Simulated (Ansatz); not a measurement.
Relaxed Fe (bcc, W type):

```xyz
2
Lattice="-2.8318 2.8318 2.8318 1.4159 -1.4159 1.4159 1.4159 1.4159 -1.4159" Properties=species:S:1:pos:R:3 pbc="T T T"
Fe     0.0000     0.0000     0.0000
Fe    -1.4159     1.4159     1.4159
```

These are PBE (plane waves to 420 eV, PAW, scalar-relativistic; Ansatz, an electronic-structure program) values and carry that method's errors. k mesh 9×18×18 (Γ-centred), Fermi-Dirac smearing 0.05 eV. With partly filled bands, energies and forces of such displacements shift with the k mesh and the smearing. On this mesh the relaxed cell isn't quite at rest: it carries a pressure of -0.2 GPa (compression positive) at the zero of the scan. Fe was relaxed with its symmetry unable to fall. Relaxed Fe ends ferromagnetic. Other magnetic orders were not checked, so this need not be the ground state.

One atom of the cell was then moved (with its periodic images), all else fixed, and the forces (eV/Å) came out as:

```
atom      Fx     Fy     Fz
----  ------  -----  -----
Fe1    1.309  0.000  0.000
Fe2   -1.309  0.000  0.000
```

With two atoms only their relative shift counts; take Fe2 as fixed.

Q: Which atom was moved, and by which vector (Å)?

A: Fe1, by (-0.30, 0.00, 0.00), 0.30 Å in all.

(For displaced atoms, the force is minus the slope of the energy, and its curvature is a force constant, which sets phonon frequencies.)
